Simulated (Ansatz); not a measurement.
SiGe$_{2}$: relaxed-ion elastic tensor

Level of theory: Ansatz, DFT PBE, scalar-relativistic, plane waves, PAW. Settings: 420 eV plane-wave cutoff, Γ-centred 12×12×12 mesh, Fermi-Dirac smearing of 0.15 eV. No spin polarisation.

Relaxed structure:
```yaml
crystal:
  lattice:
    - [0.00000, 3.11014, 3.11014]
    - [3.11014, 0.00000, 3.11014]
    - [3.11014, 3.11014, 0.00000]
  atoms:
    - { symbol: Si, position: [0.00000, 0.00000, 0.00000] }
    - { symbol: Ge, position: [0.75000, 0.75000, 0.75000] }
    - { symbol: Ge, position: [0.25000, 0.25000, 0.25000] }
```

The cell was built by swapping an element in a database structure (itself possibly hypothetical) and relaxing; it need not be the stable form of this composition. In a metal, frequencies and elastic constants depend on the k mesh and the smearing, soft modes and shear constants most.

(1) Give the relaxed-ion elastic constants (GPa, Voigt order xx yy zz yz xz xy, on the axes of the cell above).

(2) Is the crystal stable against homogeneous strain?

## Answers

(1)
```
57.0 57.4 57.4  0.0  0.0  0.0
57.4 57.0 57.4  0.0  0.0  0.0
57.4 57.4 57.0  0.0  0.0  0.0
 0.0  0.0  0.0 -3.7  0.0  0.0
 0.0  0.0  0.0  0.0 -3.7  0.0
 0.0  0.0  0.0  0.0  0.0 -3.7
```

(2) Too close to call: the least eigenvalue is -3.7 GPa, within what the k mesh leaves open in a metal.